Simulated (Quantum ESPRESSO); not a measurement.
Sn2Mo2CuIn3, finding a planted mistake in a log

A calculation, not a measurement. The program is pw.x of Quantum ESPRESSO 7.5 (plane-wave density functional theory). The cell is made up: eight metal atoms on a hexagonal close-packed lattice, with elements, volume, strain and displacements drawn at random and not relaxed, so it may be unstable or far from any real phase. PseudoDojo standard norm-conserving files set the functional (PBE unless stated); there is no spin polarisation or spin-orbit coupling, the Fermi-Dirac width of 0.25 eV means electrons at about 2900 K, and the masses in the input are unused placeholders. The copper pseudopotential is less sure than most, with forces differing by about three percent and pressure by about two GPa from a second method on plain copper. The tin pseudopotential is less sure than most, with forces differing by about three percent from a second method on plain tin. A spin test at this wide smearing found no moment, but such smearing suppresses magnetism that the real alloy may have.

Intended input:

```
&control calculation='scf', pseudo_dir='./dojo.nc.sr.pbe.v0_5.standard.upf', outdir='./o', disk_io='minimal', tprnfor=.true., tstress=.true. /
&system ibrav=0, nat=8, ntyp=4, nbnd=67, ecutwfc=92.02030273, nosym=.true., tot_charge=0,
 occupations='smearing', smearing='fd', degauss=0.0183746611
/
&electrons conv_thr=1.470e-08, electron_maxstep=70, mixing_beta=0.5 /
ATOMIC_SPECIES
Cu 1.0 Cu.upf
In 1.0 In.upf
Mo 1.0 Mo.upf
Sn 1.0 Sn.upf
CELL_PARAMETERS angstrom
-2.9486 -0.0087 0.0106
0.0175 -0.0542 -5.0271
-0.03 -10.4707 -0.1136
ATOMIC_POSITIONS angstrom
Sn 0.0962 -0.066 0.0198
Sn 0.0447 -5.0838 -0.1807
Mo 0.0956 -3.423 -2.7343
Mo 0.0115 -8.7305 -2.6904
Cu -1.5125 -2.7108 -0.0268
In -1.7572 -8.0127 -0.2023
In -1.3496 -0.9827 -2.3812
In -1.5698 -6.2087 -2.5058
K_POINTS automatic
8 5 3 1 1 1
```

The log is shortened where brackets say so; the opening notice, blank lines, dates and the lines on written files are dropped, and the path of the files is cut. It prints rydbergs, bohrs and kilobars, and counts compression as positive stress. Its total energy is the free energy E - TS of the whole cell.

Log of the intended run:

```
     Program PWSCF v.7.5
     Parallel version (MPI & OpenMP), running on       4 processor cores
     Number of MPI processes:                 4
     Threads/MPI process:                     1
     [start-up lines left out]
     bravais-lattice index     =            0
     lattice parameter (alat)  =       5.5721  a.u.
     unit-cell volume          =    1047.2387 (a.u.)^3
     number of atoms/cell      =            8
     number of atomic types    =            4
     number of electrons       =       114.00
     number of Kohn-Sham states=           67
     kinetic-energy cutoff     =      92.0203  Ry
     charge density cutoff     =     368.0812  Ry
     scf convergence threshold =      1.5E-08
     mixing beta               =       0.5000
     number of iterations used =            8  plain     mixing
     Exchange-correlation= PBE
                           (   1   4   3   4   0   0   0)
     [axes and pseudopotential details left out]
   Cartesian axes
     site n.     atom                  positions (alat units)
         1        Sn     tau(   1) = (   0.0326253  -0.0223833   0.0067150  )
         2        Sn     tau(   2) = (   0.0151596  -1.7241216  -0.0612827  )
         3        Mo     tau(   3) = (   0.0324218  -1.1608774  -0.9273114  )
         4        Mo     tau(   4) = (   0.0039001  -2.9608647  -0.9124232  )
         5        Cu     tau(   5) = (  -0.5129498  -0.9193416  -0.0090890  )
         6        In     tau(   6) = (  -0.5959374  -2.7174297  -0.0686081  )
         7        In     tau(   7) = (  -0.4577038  -0.3332732  -0.8075610  )
         8        In     tau(   8) = (  -0.5323825  -2.1056206  -0.8498178  )
     number of k points=    60  Fermi-Dirac smearing, width (Ry)=  0.0184
                       cart. coord. in units 2pi/alat
        k(    1) = (  -0.0625744  -0.0461220  -0.0583753), wk =   0.0333333
        k(    2) = (  -0.0631357   0.1416402  -0.0604016), wk =   0.0333333
     [further k points left out]
     Dense  grid:   124811 G-vectors     FFT dimensions: (  36,  60, 125)
     Estimated max dynamical RAM per process >     442.49 MB
     Estimated total dynamical RAM >       1.64 GB
     Initial potential from superposition of free atoms
     starting charge     113.9820, renormalised to     114.0000
     Starting wfcs are   75 randomized atomic wfcs
     total cpu time spent up to now is        8.3 secs
     per-process dynamical memory:   359.4 Mb
     Self-consistent Calculation
     iteration #  1     ecut=    92.02 Ry     beta= 0.50
     Davidson diagonalization with overlap
     ethr =  1.00E-02,  avg # of iterations =  3.2
     total cpu time spent up to now is       27.0 secs
     total energy              =   -1372.52562229 Ry
     estimated scf accuracy    <       2.42965237 Ry
     iteration #  2     ecut=    92.02 Ry     beta= 0.50
     Davidson diagonalization with overlap
     ethr =  2.13E-03,  avg # of iterations =  4.9
     total cpu time spent up to now is       48.4 secs
     total energy              =   -1370.48400065 Ry
     estimated scf accuracy    <      63.53251903 Ry
     [iterations 3 to 14 left out]
     iteration # 15     ecut=    92.02 Ry     beta= 0.50
     Davidson diagonalization with overlap
     ethr =  1.81E-10,  avg # of iterations =  4.1
     total cpu time spent up to now is      243.6 secs
     total energy              =   -1374.04060499 Ry
     estimated scf accuracy    <       0.00000012 Ry
     iteration # 16     ecut=    92.02 Ry     beta= 0.50
     Davidson diagonalization with overlap
     ethr =  1.07E-10,  avg # of iterations =  2.0
     total cpu time spent up to now is      257.0 secs
     End of self-consistent calculation
     [lines on levels left out]
!    total energy              =   -1374.04060500 Ry
     estimated scf accuracy    <          8.7E-09 Ry
     smearing contrib. (-TS)   =      -0.07383998 Ry
     internal energy E=F+TS    =   -1373.96676502 Ry
     The total energy is F=E-TS. E is the sum of the following terms:
     one-electron contribution =    -497.07335171 Ry
     hartree contribution      =     332.82660022 Ry
     xc contribution           =    -296.65444026 Ry
     ewald contribution        =    -913.06557327 Ry
     convergence has been achieved in  16 iterations
     Forces acting on atoms (cartesian axes, Ry/au):
     atom    1 type  4   force =    -0.01069851   -0.03938652    0.02329536
     atom    2 type  4   force =    -0.00444708    0.06532109    0.02934248
     atom    3 type  3   force =    -0.00516417   -0.04386866    0.00669868
     atom    4 type  3   force =    -0.01758934   -0.03279564   -0.01176648
     atom    5 type  1   force =     0.00557713    0.00413876   -0.00496010
     atom    6 type  2   force =     0.02655399    0.03346039    0.02505130
     atom    7 type  2   force =    -0.00493546   -0.00730555   -0.02078222
     atom    8 type  2   force =     0.01070344    0.02043614   -0.04687900
     Total force =     0.128996     Total SCF correction =     0.000616
     Computing stress (Cartesian axis) and pressure
          total   stress  (Ry/bohr**3)                   (kbar)     P=       54.50
   0.00055927   0.00005765  -0.00000369           82.27        8.48       -0.54
   0.00005765   0.00017535  -0.00000246            8.48       25.79       -0.36
  -0.00000369  -0.00000246   0.00037681           -0.54       -0.36       55.43
     init_run     :      7.25s CPU      7.54s WALL (       1 calls)
     electrons    :    244.40s CPU    248.66s WALL (       1 calls)
     forces       :      2.43s CPU      2.46s WALL (       1 calls)
     stress       :      7.93s CPU      8.11s WALL (       1 calls)
     [timing details left out]
     PWSCF        :   4m22.85s CPU   4m27.62s WALL
     JOB DONE.
```

A second run was made from an input with one planted mistake. Its log:

```
     Program PWSCF v.7.5
     Parallel version (MPI & OpenMP), running on       4 processor cores
     Number of MPI processes:                 4
     Threads/MPI process:                     1
     [start-up lines left out]
     bravais-lattice index     =            0
     lattice parameter (alat)  =       5.5721  a.u.
     unit-cell volume          =    1047.2387 (a.u.)^3
     number of atoms/cell      =            8
     number of atomic types    =            4
     number of electrons       =       114.00
     number of Kohn-Sham states=           67
     kinetic-energy cutoff     =      92.0203  Ry
     charge density cutoff     =     368.0812  Ry
     scf convergence threshold =      1.5E-08
     mixing beta               =       0.5000
     number of iterations used =            8  plain     mixing
     Exchange-correlation= PBE
                           (   1   4   3   4   0   0   0)
     [axes and pseudopotential details left out]
   Cartesian axes
     site n.     atom                  positions (alat units)
         1        Sn     tau(   1) = (   0.0326253  -0.0223833   0.0067150  )
         2        Sn     tau(   2) = (   0.0151596  -1.7241216  -0.0612827  )
         3        Mo     tau(   3) = (   0.0324218  -1.1608774  -0.9273114  )
         4        Mo     tau(   4) = (   0.0039001  -2.9608647  -0.9124232  )
         5        Cu     tau(   5) = (  -0.5129498  -0.9193416  -0.0090890  )
         6        In     tau(   6) = (  -0.5959374  -2.7174297  -0.0686081  )
         7        In     tau(   7) = (  -0.4577038  -0.3332732  -0.8753890  )
         8        In     tau(   8) = (  -0.5323825  -2.1056206  -0.8498178  )
     number of k points=    60  Fermi-Dirac smearing, width (Ry)=  0.0184
                       cart. coord. in units 2pi/alat
        k(    1) = (  -0.0625744  -0.0461220  -0.0583753), wk =   0.0333333
        k(    2) = (  -0.0631357   0.1416402  -0.0604016), wk =   0.0333333
     [further k points left out]
     Dense  grid:   124811 G-vectors     FFT dimensions: (  36,  60, 125)
     Estimated max dynamical RAM per process >     442.49 MB
     Estimated total dynamical RAM >       1.64 GB
     Initial potential from superposition of free atoms
     starting charge     113.9820, renormalised to     114.0000
     Starting wfcs are   75 randomized atomic wfcs
     total cpu time spent up to now is        6.8 secs
     per-process dynamical memory:   350.3 Mb
     Self-consistent Calculation
     iteration #  1     ecut=    92.02 Ry     beta= 0.50
     Davidson diagonalization with overlap
     ethr =  1.00E-02,  avg # of iterations =  3.3
     total cpu time spent up to now is       22.9 secs
     total energy              =   -1372.49403220 Ry
     estimated scf accuracy    <       2.47272629 Ry
     iteration #  2     ecut=    92.02 Ry     beta= 0.50
     Davidson diagonalization with overlap
     ethr =  2.17E-03,  avg # of iterations =  4.8
     total cpu time spent up to now is       42.3 secs
     total energy              =   -1370.44929388 Ry
     estimated scf accuracy    <      63.60730500 Ry
     [iterations 3 to 14 left out]
     iteration # 15     ecut=    92.02 Ry     beta= 0.50
     Davidson diagonalization with overlap
     ethr =  2.17E-10,  avg # of iterations =  4.4
     total cpu time spent up to now is      238.9 secs
     total energy              =   -1374.03924432 Ry
     estimated scf accuracy    <       0.00000011 Ry
     iteration # 16     ecut=    92.02 Ry     beta= 0.50
     Davidson diagonalization with overlap
     ethr =  9.67E-11,  avg # of iterations =  2.0
     total cpu time spent up to now is      252.7 secs
     End of self-consistent calculation
     [lines on levels left out]
!    total energy              =   -1374.03924433 Ry
     estimated scf accuracy    <          9.0E-09 Ry
     smearing contrib. (-TS)   =      -0.07367644 Ry
     internal energy E=F+TS    =   -1373.96556788 Ry
     The total energy is F=E-TS. E is the sum of the following terms:
     one-electron contribution =    -497.18605164 Ry
     hartree contribution      =     332.88903713 Ry
     xc contribution           =    -296.65986722 Ry
     ewald contribution        =    -913.00868615 Ry
     convergence has been achieved in  16 iterations
     Forces acting on atoms (cartesian axes, Ry/au):
     atom    1 type  4   force =    -0.01143069   -0.03868945   -0.02520756
     atom    2 type  4   force =    -0.00444671    0.06543952    0.02961808
     atom    3 type  3   force =    -0.00510538   -0.04752402    0.00894216
     atom    4 type  3   force =    -0.01766012   -0.03244124   -0.00880226
     atom    5 type  1   force =     0.00580162    0.00507556   -0.01028817
     atom    6 type  2   force =     0.02655905    0.03327449    0.02492276
     atom    7 type  2   force =    -0.00455123   -0.00545409    0.02773018
     atom    8 type  2   force =     0.01083346    0.02031921   -0.04691519
     Total force =     0.131903     Total SCF correction =     0.000619
     Computing stress (Cartesian axis) and pressure
          total   stress  (Ry/bohr**3)                   (kbar)     P=       55.67
   0.00056791   0.00005425  -0.00000457           83.54        7.98       -0.67
   0.00005425   0.00019045  -0.00006065            7.98       28.02       -8.92
  -0.00000457  -0.00006065   0.00037696           -0.67       -8.92       55.45
     init_run     :      6.24s CPU      6.56s WALL (       1 calls)
     electrons    :    242.38s CPU    245.88s WALL (       1 calls)
     forces       :      2.35s CPU      2.37s WALL (       1 calls)
     stress       :      8.08s CPU      8.26s WALL (       1 calls)
     [timing details left out]
     PWSCF        :   4m19.34s CPU   4m23.37s WALL
     JOB DONE.
```

Question: the log repeats what the program read. Compare it with the intended run: what was wrong in the second input?

Answer: one coordinate of one atom is wrong. The input lines that differ:

```
- In -1.3496 -0.9827 -2.3812
+ In -1.3496 -0.9827 -2.5812
```

|  | intended run | run with the mistake |
| --- | --- | --- |
| free energy (eV) | -18694.775 | -18694.756 |
| entropy term -TS, part of it (eV) | -1.005 | -1.002 |
| pressure (GPa) | 5.45 | 5.57 |
| size of the largest force component (eV/Å) | 1.679 | 1.683 |
| largest change of a force component (eV/Å) |  | 1.247 |
| iterations | 16 | 16 |

For scale, a rerun of the intended cell at a higher cutoff and on a denser mesh moved values by no more than 0.012 eV in energy, 0.30 GPa in stress and 0.020 eV/Å in force, and a second program with other atomic files agreed on that cell to 2 % rms in force and 0.5 GPa in pressure.